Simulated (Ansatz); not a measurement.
Ge:
```
Ge
1.0
    0.00000     3.73416     3.73416
    3.73416     0.00000     3.73416
    3.73416     3.73416     0.00000
Ge
4
Direct
  0.12500   0.12500   0.12500
  0.62500   0.12500   0.12500
  0.12500   0.12500   0.62500
  0.12500   0.62500   0.12500
```

This is the r²SCAN+D4-relaxed structure.

### Question
All from the program Ansatz at the r²SCAN+D4 level (PAW), unless another level is named. Predict the bulk modulus (Birch–Murnaghan fit).

### Answer
512 kbar.

### Question
Predict the elastic constants (relaxed ions, GPa).

### Answer
C11 = 55.8, C12 = 47.8, C44 = 37.5.

Space group Fd-3m. The workflow started from an entry of the Crystallography Open Database (COD). Its sites differ from those of the usual phase in this space group: another stacking or structure type. The cell was relaxed with r²SCAN+D4 under the symmetry of its start; its stability against distortions is not shown here. The volume moved by 132 % from the start of the relaxation. As this level gives no gap, shear constants depend on the k-mesh and smearing (Fermi–Dirac, 0.1 eV here).

Potentials: the later of the program's two PAW sets.
